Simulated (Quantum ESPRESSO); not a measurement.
GaAg3Rh3Cu, finding a planted mistake in a log

A calculation, not a measurement. The program is pw.x of Quantum ESPRESSO 7.5 (plane-wave density functional theory). The cell is made up: eight metal atoms on a hexagonal close-packed lattice, with elements, volume, strain and displacements drawn at random and not relaxed, so it may be unstable or far from any real phase. PseudoDojo standard norm-conserving files set the functional (PBE unless stated); there is no spin polarisation or spin-orbit coupling, the Fermi-Dirac width of 0.25 eV means electrons at about 2900 K, and the masses in the input are unused placeholders. The copper pseudopotential is less sure than most, with forces differing by about three percent and pressure by about two GPa from a second method on plain copper. The tin pseudopotential is less sure than most, with forces differing by about three percent from a second method on plain tin. A spin test at this wide smearing found no moment, but such smearing suppresses magnetism that the real alloy may have.

Intended input:

```
&control calculation='scf', pseudo_dir='./dojo.nc.sr.pbe.v0_5.standard.upf', outdir='./o', disk_io='minimal', tprnfor=.true., tstress=.true. /
&system ibrav=0, nat=8, ntyp=4, nbnd=82, ecutwfc=92.02030273, nosym=.true., tot_charge=0,
 occupations='smearing', smearing='fd', degauss=0.0183746611
/
&electrons conv_thr=1.470e-08, electron_maxstep=70, mixing_beta=0.5 /
ATOMIC_SPECIES
Ag 1.0 Ag.upf
Cu 1.0 Cu.upf
Ga 1.0 Ga.upf
Rh 1.0 Rh.upf
CELL_PARAMETERS angstrom
0.0 0.0 4.6479
5.7956 0.0 0.0
-2.8978 5.0192 0.0
ATOMIC_POSITIONS angstrom
Ga 0.0581 0.0018 -0.0404
Ag -1.3836 2.5285 0.046
Rh 2.956 0.0772 0.0759
Rh 1.3831 2.4952 -0.0745
Cu 0.0209 1.6844 2.2915
Ag -1.4914 4.1572 2.3251
Rh 2.8843 1.7337 2.2909
Ag 1.3972 4.1626 2.4368
K_POINTS automatic
5 5 5 1 1 1
```

The log is shortened where brackets say so; the opening notice, blank lines, dates and the lines on written files are dropped, and the path of the files is cut. It prints rydbergs, bohrs and kilobars, and counts compression as positive stress. Its total energy is the free energy E - TS of the whole cell.

Log of the intended run:

```
     Program PWSCF v.7.5
     Parallel version (MPI & OpenMP), running on       4 processor cores
     Number of MPI processes:                 4
     Threads/MPI process:                     1
     [start-up lines left out]
     bravais-lattice index     =            0
     lattice parameter (alat)  =       8.7833  a.u.
     unit-cell volume          =     912.4021 (a.u.)^3
     number of atoms/cell      =            8
     number of atomic types    =            4
     number of electrons       =       140.00
     number of Kohn-Sham states=           82
     kinetic-energy cutoff     =      92.0203  Ry
     charge density cutoff     =     368.0812  Ry
     scf convergence threshold =      1.5E-08
     mixing beta               =       0.5000
     number of iterations used =            8  plain     mixing
     Exchange-correlation= PBE
                           (   1   4   3   4   0   0   0)
     [axes and pseudopotential details left out]
   Cartesian axes
     site n.     atom                  positions (alat units)
         1        Ga     tau(   1) = (   0.0125003   0.0003873  -0.0086921  )
         2        Ag     tau(   2) = (  -0.2976828   0.5440091   0.0098969  )
         3        Rh     tau(   3) = (   0.6359861   0.0166097   0.0163300  )
         4        Rh     tau(   4) = (   0.2975752   0.5368446  -0.0160287  )
         5        Cu     tau(   5) = (   0.0044967   0.3624002   0.4930184  )
         6        Ag     tau(   6) = (  -0.3208761   0.8944254   0.5002474  )
         7        Rh     tau(   7) = (   0.6205598   0.3730072   0.4928893  )
         8        Ag     tau(   8) = (   0.3006089   0.8955873   0.5242798  )
     number of k points=    63  Fermi-Dirac smearing, width (Ry)=  0.0184
                       cart. coord. in units 2pi/alat
        k(    1) = (   0.0801970   0.1389036   0.1000000), wk =   0.0320000
        k(    2) = (   0.0801970   0.3241084   0.1000000), wk =   0.0320000
     [further k points left out]
     Dense  grid:   108785 G-vectors     FFT dimensions: (  54,  72,  72)
     Estimated max dynamical RAM per process >     469.24 MB
     Estimated total dynamical RAM >       1.76 GB
     Initial potential from superposition of free atoms
     starting charge     139.9937, renormalised to     140.0000
     Starting wfcs are   79 randomized atomic wfcs +    3 random wfcs
     total cpu time spent up to now is        7.5 secs
     per-process dynamical memory:   376.2 Mb
     Self-consistent Calculation
     iteration #  1     ecut=    92.02 Ry     beta= 0.50
     Davidson diagonalization with overlap
     ethr =  1.00E-02,  avg # of iterations =  3.0
     total cpu time spent up to now is       26.7 secs
     total energy              =   -2163.57926434 Ry
     estimated scf accuracy    <       3.78733325 Ry
     iteration #  2     ecut=    92.02 Ry     beta= 0.50
     Davidson diagonalization with overlap
     ethr =  2.71E-03,  avg # of iterations =  3.0
     total cpu time spent up to now is       49.3 secs
     total energy              =   -2164.27363543 Ry
     estimated scf accuracy    <      18.13659589 Ry
     [iterations 3 to 15 left out]
     iteration # 16     ecut=    92.02 Ry     beta= 0.50
     Davidson diagonalization with overlap
     ethr =  5.15E-11,  avg # of iterations =  1.9
     total cpu time spent up to now is      288.0 secs
     total energy              =   -2165.95245363 Ry
     estimated scf accuracy    <       0.00000002 Ry
     iteration # 17     ecut=    92.02 Ry     beta= 0.50
     Davidson diagonalization with overlap
     ethr =  1.30E-11,  avg # of iterations =  1.0
     total cpu time spent up to now is      303.1 secs
     End of self-consistent calculation
     [lines on levels left out]
!    total energy              =   -2165.95245362 Ry
     estimated scf accuracy    <          4.5E-09 Ry
     smearing contrib. (-TS)   =      -0.11545880 Ry
     internal energy E=F+TS    =   -2165.83699483 Ry
     The total energy is F=E-TS. E is the sum of the following terms:
     one-electron contribution =    -885.71371235 Ry
     hartree contribution      =     525.22923883 Ry
     xc contribution           =    -340.59405852 Ry
     ewald contribution        =   -1464.75846279 Ry
     convergence has been achieved in  17 iterations
     Forces acting on atoms (cartesian axes, Ry/au):
     atom    1 type  3   force =    -0.00376578    0.01202009    0.00765898
     atom    2 type  1   force =    -0.01052910   -0.00663861   -0.01317168
     atom    3 type  4   force =    -0.00373247    0.01340813   -0.00649381
     atom    4 type  4   force =     0.02391800   -0.02193090    0.02208545
     atom    5 type  2   force =     0.00595301    0.00175201    0.00076948
     atom    6 type  1   force =     0.00949379    0.01605831    0.00517397
     atom    7 type  4   force =    -0.02138249   -0.02557407    0.01002582
     atom    8 type  1   force =     0.00004504    0.01090505   -0.02604823
     Total force =     0.068888     Total SCF correction =     0.000172
     Computing stress (Cartesian axis) and pressure
          total   stress  (Ry/bohr**3)                   (kbar)     P=      -94.83
  -0.00079056  -0.00004014  -0.00003255         -116.30       -5.91       -4.79
  -0.00004014  -0.00069546  -0.00004162           -5.91     -102.31       -6.12
  -0.00003255  -0.00004162  -0.00044788           -4.79       -6.12      -65.89
     init_run     :      7.04s CPU      7.37s WALL (       1 calls)
     electrons    :    288.08s CPU    295.64s WALL (       1 calls)
     forces       :      2.34s CPU      2.34s WALL (       1 calls)
     stress       :      7.68s CPU      7.68s WALL (       1 calls)
     [timing details left out]
     PWSCF        :   5m 5.28s CPU   5m13.20s WALL
     JOB DONE.
```

A second run was made from an input with one planted mistake. Its log:

```
     Program PWSCF v.7.5
     Parallel version (MPI & OpenMP), running on       4 processor cores
     Number of MPI processes:                 4
     Threads/MPI process:                     1
     [start-up lines left out]
     bravais-lattice index     =            0
     lattice parameter (alat)  =       8.7833  a.u.
     unit-cell volume          =     912.4021 (a.u.)^3
     number of atoms/cell      =            8
     number of atomic types    =            4
     number of electrons       =       141.00
     number of Kohn-Sham states=           83
     kinetic-energy cutoff     =      92.0203  Ry
     charge density cutoff     =     368.0812  Ry
     scf convergence threshold =      1.5E-08
     mixing beta               =       0.5000
     number of iterations used =            8  plain     mixing
     Exchange-correlation= PBE
                           (   1   4   3   4   0   0   0)
     [axes and pseudopotential details left out]
   Cartesian axes
     site n.     atom                  positions (alat units)
         1        Sn     tau(   1) = (   0.0125003   0.0003873  -0.0086921  )
         2        Ag     tau(   2) = (  -0.2976828   0.5440091   0.0098969  )
         3        Rh     tau(   3) = (   0.6359861   0.0166097   0.0163300  )
         4        Rh     tau(   4) = (   0.2975752   0.5368446  -0.0160287  )
         5        Cu     tau(   5) = (   0.0044967   0.3624002   0.4930184  )
         6        Ag     tau(   6) = (  -0.3208761   0.8944254   0.5002474  )
         7        Rh     tau(   7) = (   0.6205598   0.3730072   0.4928893  )
         8        Ag     tau(   8) = (   0.3006089   0.8955873   0.5242798  )
     number of k points=    63  Fermi-Dirac smearing, width (Ry)=  0.0184
                       cart. coord. in units 2pi/alat
        k(    1) = (   0.0801970   0.1389036   0.1000000), wk =   0.0320000
        k(    2) = (   0.0801970   0.3241084   0.1000000), wk =   0.0320000
     [further k points left out]
     Dense  grid:   108785 G-vectors     FFT dimensions: (  54,  72,  72)
     Estimated max dynamical RAM per process >     473.63 MB
     Estimated total dynamical RAM >       1.77 GB
     Initial potential from superposition of free atoms
     starting charge     140.9949, renormalised to     141.0000
     Starting wfcs are   79 randomized atomic wfcs +    4 random wfcs
     total cpu time spent up to now is        7.4 secs
     per-process dynamical memory:   389.2 Mb
     Self-consistent Calculation
     iteration #  1     ecut=    92.02 Ry     beta= 0.50
     Davidson diagonalization with overlap
     ethr =  1.00E-02,  avg # of iterations =  3.0
     total cpu time spent up to now is       27.7 secs
     total energy              =   -2168.52528345 Ry
     estimated scf accuracy    <       3.41189893 Ry
     iteration #  2     ecut=    92.02 Ry     beta= 0.50
     Davidson diagonalization with overlap
     ethr =  2.42E-03,  avg # of iterations =  3.0
     total cpu time spent up to now is       49.5 secs
     total energy              =   -2169.12380301 Ry
     estimated scf accuracy    <      15.98213421 Ry
     [iterations 3 to 14 left out]
     iteration # 15     ecut=    92.02 Ry     beta= 0.50
     Davidson diagonalization with overlap
     ethr =  1.01E-10,  avg # of iterations =  2.0
     total cpu time spent up to now is      351.1 secs
     total energy              =   -2170.63169368 Ry
     estimated scf accuracy    <       0.00000059 Ry
     iteration # 16     ecut=    92.02 Ry     beta= 0.50
     Davidson diagonalization with overlap
     ethr =  1.01E-10,  avg # of iterations =  2.0
     total cpu time spent up to now is      378.6 secs
     End of self-consistent calculation
     [lines on levels left out]
!    total energy              =   -2170.63169370 Ry
     estimated scf accuracy    <       0.00000001 Ry
     smearing contrib. (-TS)   =      -0.10945617 Ry
     internal energy E=F+TS    =   -2170.52223754 Ry
     The total energy is F=E-TS. E is the sum of the following terms:
     one-electron contribution =    -856.06708224 Ry
     hartree contribution      =     512.24221245 Ry
     xc contribution           =    -343.09575868 Ry
     ewald contribution        =   -1483.60160908 Ry
     convergence has been achieved in  16 iterations
     Forces acting on atoms (cartesian axes, Ry/au):
     atom    1 type  4   force =    -0.01039629    0.01458498    0.01719613
     atom    2 type  1   force =    -0.01047229   -0.00662252   -0.01276256
     atom    3 type  3   force =    -0.00347129    0.01444797   -0.00694137
     atom    4 type  3   force =     0.02712166   -0.01750441    0.02359135
     atom    5 type  2   force =     0.00559681    0.00956118    0.00038940
     atom    6 type  1   force =     0.02426573    0.00667340    0.00224992
     atom    7 type  3   force =    -0.02059567   -0.02556251    0.01052809
     atom    8 type  1   force =    -0.01204866    0.00442191   -0.03425095
     Total force =     0.078026     Total SCF correction =     0.000328
     Computing stress (Cartesian axis) and pressure
          total   stress  (Ry/bohr**3)                   (kbar)     P=      -45.65
  -0.00048629  -0.00007558  -0.00002349          -71.54      -11.12       -3.46
  -0.00007558  -0.00035809  -0.00002387          -11.12      -52.68       -3.51
  -0.00002349  -0.00002387  -0.00008652           -3.46       -3.51      -12.73
     init_run     :      7.01s CPU      7.30s WALL (       1 calls)
     electrons    :    362.70s CPU    371.28s WALL (       1 calls)
     forces       :      4.34s CPU      4.38s WALL (       1 calls)
     stress       :     14.56s CPU     14.56s WALL (       1 calls)
     [timing details left out]
     PWSCF        :   6m28.76s CPU   6m37.77s WALL
     JOB DONE.
```

Question: the log repeats what the program read. Compare it with the intended run: what was wrong in the second input?

Answer: one atom is of a wrong element. The input lines that differ:

```
- &system ibrav=0, nat=8, ntyp=4, nbnd=82, ecutwfc=92.02030273, nosym=.true., tot_charge=0,
+ &system ibrav=0, nat=8, ntyp=4, nbnd=83, ecutwfc=92.02030273, nosym=.true., tot_charge=0,
- Ga 1.0 Ga.upf
+ Sn 1.0 Sn.upf
- Ga 0.0581 0.0018 -0.0404
+ Sn 0.0581 0.0018 -0.0404
```

|  | intended run | run with the mistake |
| --- | --- | --- |
| free energy (eV) | -29469.284 | -29532.949 |
| entropy term -TS, part of it (eV) | -1.571 | -1.489 |
| pressure (GPa) | -9.48 | -4.56 |
| size of the largest force component (eV/Å) | 0.670 | 0.881 |
| largest change of a force component (eV/Å) |  | 0.380 |
| iterations | 17 | 16 |

For scale, a rerun of the intended cell at a higher cutoff and on a denser mesh moved values by no more than 0.002 eV in energy, 0.02 GPa in stress and 0.003 eV/Å in force, and a second program with other atomic files agreed on that cell to 2 % rms in force and 0.5 GPa in pressure. Files of another functional or element have another zero of energy, so the energy change says nothing on stability. The number of bands, nbnd, was set by rule from the electron count, so it follows the mistake.